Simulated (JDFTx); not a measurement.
System: WSi2(101) (I4/mmm bulk; lattice of mp-1620, not re-optimised at this level), 1x1 cell of 9 atoms in 9 planes (Si outermost, slab composition W3Si6), area 13.56 Å² a face, 7.7 Å between the outermost planes in a cell 23.9 Å high; k mesh 8×8×1, Fermi width 0.01 Ha, no spin polarisation. Whether this polymorph is the ambient one wasn't checked.

Level of theory: PBE, GBRV ultrasoft potentials, plane waves to 20/100 Ha; code: JDFTx (a modified build). Liquid: CANDLE, water, 2 M NaCl. Between zero charge and 0.90 V from it the run gives σ = 12.0 μC/cm², a mean capacitance of 13.3 μF/cm². The liquid has ε = 78.4, a 1:1 salt at 2 M with linear (Debye) response, and T = 298 K.

Working it through: the Debye length, the diffuse-layer capacitance, and the inner capacitance that is left when the two stand in series.

Each ion has density c = 2 × 6.022×10⁻⁴ = 1.204e-03 Å⁻³. λ² = ε kT / (8π (e²/4πε₀) c) with kT = 0.02568 eV and e²/4πε₀ = 14.40 eV Å gives λ = 2.15 Å; the log prints 2.15 Å. C_diffuse = ε₀ε/λ = 323 μF/cm². Then 1/C_inner = 1/13.3 − 1/323, so C_inner = 13.8 μF/cm², which equals a vacuum gap of ε₀/C_inner = 0.64 Å. The diffuse layer takes 4 % of the potential drop; the rest lies between the electrode's charge and the onset of the dielectric, with the electrode's own (quantum) capacitance in it. The split is a model: in the calculation solvent and ions share one smooth cavity.
